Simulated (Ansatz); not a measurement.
Electric field gradients in Al2O3

The cell is a diffraction structure from the COD, its atoms then relaxed with PBE in this cell.

Space group R-3c:H (No. 167); a = 4.7605, c = 12.9956 Å, γ = 120.00°.

| site | Wyckoff | site symmetry | x | y | z |
| --- | --- | --- | --- | --- | --- |
| Al | 12c | 3. | 0.0000 | 0.0000 | 0.8521 |
| O | 18e | .2 | 0.9731 | 0.3333 | 0.0833 |

One atom of each set is listed; the run and its k-mesh use a cell of 10 atoms with edges of 5.13, 5.13, 5.13 Å.

All values are calculated (Ansatz; DFT, r2SCAN, plane waves and PAW, scalar-relativistic, 500 eV cutoff, Γ-centred 8×8×8 k-points, Fermi–Dirac smearing 0.02 eV), not measured.

Conventions: |V_zz| ≥ |V_yy| ≥ |V_xx|, η = (V_xx − V_yy)/V_zz, C_Q = eQV_zz/h.

²⁷Al: I = 5/2, Q = 146.6 mb; ¹⁷O: I = 5/2, Q = -25.58 mb. Quadrupole moments are those of Pyykkö's year-2017 table.

```csv
site,atoms,first shell,V_zz (10²¹ V/m²),η,C_Q (MHz)
Al,4,6 O at 1.86–1.97 Å,0.56,0.00,1.99
O,6,4 Al at 1.86–1.97 Å; also 2 Al at 3.22 Å,-3.86,0.51,2.39
```

An axis of threefold or higher order runs through Al, so V_zz lies along it and η is zero.

With these PAW files V_zz is typically within 2 to 3 % of all-electron values, but misses above 10 % occur on Al.
